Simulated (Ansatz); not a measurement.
SiC (zinc blende)

```
CELL_PARAMETERS angstrom
      0.00000     2.18986     2.18986
      2.18986     0.00000     2.18986
      2.18986     2.18986     0.00000
ATOMIC_POSITIONS crystal
  C  0.75000 0.75000 0.75000
  Si 0.00000 0.00000 0.00000
```

The slice is a {110} plane (indices of the conventional cell) through the point (0.750, 0.750, 0.750) (fractional), spanned by u = [100] and v = [1 -1 -1] in vectors of this cell: u (3.10 Å) and v (4.38 Å, at 90° to u). It covers one period; positions are fractions (u, v).

Calculation: PBE (plane waves to 420 eV, PAW, scalar-relativistic; Ansatz, an electronic-structure program). k mesh 13×13×13. These are valence fields of a PAW run, semicore shells included where kept as valence: close to a nucleus they are smooth pseudo fields. SiC was relaxed with its symmetry unable to fall. The PAW data are Ansatz's earlier set.

**Question.** The ELF has a maximum in the middle third of the C–Si line. Where, and how high?

**Answer.** 0.93, 0.9 Å from C.

**Question.** What is the valence density on the shortest C–Si line in this plane (1.90 Å), at its midpoint?

**Answer.** 0.87 e/Å³.

**Question.** Predict the map of the electrostatic potential energy of an electron, from the cell's mean on the slice.

**Answer.** 
```
|xxxxx00000000xxxx|
|xxxx000xxxx000xxx|
|xxxx00xxxxxx00xxx|
|xx000xxxxxxxx000x|
|43200xxxxxxxx0023|
|65300xxxxxxxx0035|
|66300xxxxxxxx0036|
|76400xxxxxxxx0046|
|764100xxxxxx00146|
|7753000xxxx000357|
|77653100000013567|
|77765432112345677|
|77777766556677777|
|77778888888888777|
|77788899999988877|
|77788999999998877|
|67788999999998877|
|66778999999998776|
|44578999999998754|
|xx14789999998741x|
|xxxx4789999874xxx|
|xxxx1678888761xxx|
|xxxxx46655664xxxx|
|xxxxx23211232xxxx|
```
Scale: ten equal steps from 2.00 (start of '0') to 10.41 (end of '9'), in the order '0123456789'. Values: electrostatic potential energy of an electron, from the cell's mean, in eV. The map has 17 points along u (one character each, u = 0 at the left) and 24 along v (v = 0 in the bottom row). Points within 0.8 Å of a nucleus are blanked (x), as the pseudised field means little there. Values under 2 eV are set to 2. The zero, the cell's mean, hangs on the PAW cores.
